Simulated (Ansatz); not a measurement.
A structure of Cu2O relaxed with PBEsol (plane waves to 420 eV, PAW, scalar-relativistic; Ansatz, a program for electronic structure); single points at other levels follow on the same geometry (Ansatz, PAW; HSE06 at 420 eV on a 6×6×6 k-mesh; no spin-orbit coupling). Space group Pn-3m (No. 224).

Cu2O has the cubic space group Pn-3m, origin choice 1 (No. 224), Pearson symbol cP6. Cell: a = 4.222 Å, b = 4.222 Å, c = 4.222 Å, α = 90.00°, β = 90.00°, γ = 90.00°. Cu on 4c is surrounded by 2 O at 1.828 Å (linear). O on 2a has 4 Cu at 1.828 Å (tetrahedral). (Neighbours: up to the widest gap in distance over summed covalent radii, below 1.35, at either atom; cation-cation and far metal-metal contacts left out.)

| level | gap (eV) | kind | conduction minimum |
|---|---|---|---|
| PBEsol | 0.56 | direct | Γ |
| HSE06 | … | – | … |

Task: Complete the blanks.

Result: 
- HSE06, gap (eV): 2.08
- HSE06, conduction minimum: Γ

No spin polarisation in the result.

It was reached from a disturbed copy of a Pn-3m (No. 224) cell (AFLOW prototype A2B_cP6_224_b_a (C3, as in Cu2O)), against which it lies under 1 meV/atom.
